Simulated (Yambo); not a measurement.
Yambo run on BaMgH4 (space group Cmcm, No. 63). The wavefunctions come from this Quantum ESPRESSO step (PBEsol, PseudoDojo standard norm-conserving files, scalar-relativistic):

```
&CONTROL
  calculation = 'nscf'
  pseudo_dir = './pseudo'
  outdir = './out'
/
&SYSTEM
  ibrav = 0
  nat = 12
  ntyp = 3
  ecutwfc = 84.0
  ecutrho = 336.0
  occupations = 'fixed'
  force_symmorphic = .true.
  nbnd = 173
/
&ELECTRONS
  conv_thr = 1.2000000000000002e-08
  diago_full_acc = .true.
  diago_thr_init = 1e-08
/
ATOMIC_SPECIES
H 1.0080 H.upf
Mg 24.3050 Mg.upf
Ba 137.3270 Ba.upf
CELL_PARAMETERS angstrom
  2.095590000000  -6.872420000000   0.000000000000
  2.095590000000   6.872420000000   0.000000000000
  0.000000000000   0.000000000000   5.687950000000
ATOMIC_POSITIONS crystal
H   0.811280000000   0.188720000000   0.990850000000
H   0.188720000000   0.811280000000   0.009150000000
H   0.188720000000   0.811280000000   0.490850000000
H   0.811280000000   0.188720000000   0.509150000000
H   0.416020000000   0.583980000000   0.750000000000
H   0.583980000000   0.416020000000   0.250000000000
H   0.000000000000   0.000000000000   0.000000000000
H   0.000000000000   0.000000000000   0.500000000000
Mg   0.904050000000   0.095950000000   0.750000000000
Mg   0.095950000000   0.904050000000   0.250000000000
Ba   0.637210000000   0.362790000000   0.750000000000
Ba   0.362790000000   0.637210000000   0.250000000000
K_POINTS automatic
4 4 2 0 0 0
```

Yambo input:

```
rim_cut
gw0
dyson
el_el_corr
HF_and_locXC
ppa
em1d
RandQpts= 1000000
RandGvec= 1 Ry
EXXRLvcs= 84 Ry
VXCRLvcs= 336 Ry
Chimod= "HARTREE"
% BndsRnXp
 9 | 172 |
%
NGsBlkXp= 6 Ry
% LongDrXp
 1.0 | 1.0 | 1.0 |
%
PPAPntXp= 27.2114 eV
% GbndRnge
 1 | 172 |
%
GTermKind= "BG"
DysSolver= "n"
ExtendOut
% QPkrange
 1 | 1 | 24 | 25 |
 2 | 2 | 24 | 25 |
 5 | 5 | 24 | 25 |
 6 | 6 | 24 | 25 |
 9 | 9 | 24 | 25 |
 13 | 13 | 24 | 25 |
 14 | 14 | 24 | 25 |
%
```

k points by index: 1 = Γ, 2 = (0, 0, -0.5), 5 = (0, -0.5, 0), 6 = (0, -0.5, -0.5), 9 = (0.25, -0.5, 0), 13 = (-0.5, -0.5, 0), 14 = (-0.5, -0.5, -0.5).

Table of the .qp output:

```
#    K-point    Band    Eo [eV]    E [eV]    E-Eo [eV]    Vxc [eV]    Vnlxc [eV]    Sc|Eo [eV]    Sc|E [eV]    dSc/dw|Eo [eV]    Re(Z)    Im(Z)
#
    1    24    -0.631804    -1.660651    -1.028847    -11.39276    -14.55568    1.859679    2.134069    -7.256236    0.789473    -0.001625
    1    25    2.762973    3.326027    0.563054    -9.001198    -4.797231    -3.514822    -3.640913    -6.092277    0.817066    -0.001436
    2    24    -0.752286    -1.805589    -1.053303    -11.01135    -14.11946    1.771469    2.054799    -7.318721    0.788045    -0.001630
    2    25    2.957020    3.637846    0.680826    -9.275770    -4.774185    -3.670360    -3.820759    -6.009872    0.819093    -0.001421
    5    24    -0.935064    -2.003881    -1.068817    -11.01842    -14.26865    1.892406    2.181411    -7.356899    0.787174    -0.001713
    5    25    2.298864    2.887517    0.588653    -8.569041    -4.274100    -3.578765    -3.706288    -5.893505    0.821972    -0.001402
    6    24    -1.621629    -2.721296    -1.099667    -10.83123    -14.22526    1.997182    2.294363    -7.352128    0.787278    -0.002591
    6    25    3.130141    3.729903    0.599762    -8.735813    -4.362056    -3.641708    -3.773995    -6.000511    0.819324    -0.001399
    9    24    -0.561279    -1.578287    -1.017008    -11.08997    -14.11844    1.740595    2.011460    -7.246444    0.789698    -0.001617
    9    25    2.211002    2.784056    0.573053    -8.407509    -4.163940    -3.546758    -3.670515    -5.875163    0.822428    -0.001401
    13    24    0.000000    -0.997006    -0.997006    -11.40970    -14.36553    1.695972    1.958830    -7.173348    0.791377    -0.001577
    13    25    2.509196    3.123872    0.614675    -9.102794    -4.709687    -3.643369    -3.778432    -5.977804    0.819885    -0.001385
    14    24    -0.959901    -2.027034    -1.067133    -10.97917    -14.16075    1.825954    2.114451    -7.355508    0.787205    -0.001769
    14    25    3.080771    3.738607    0.657836    -9.223817    -4.543893    -3.873577    -4.022088    -6.141359    0.815863    -0.001741
```
(The two width columns are left out.) Convergence of these settings isn't established.

Geometry of the Materials Project entry, not relaxed at this level.

The structure is a Materials Project entry; no match was found in the copy of COD used, and its stability was not checked.
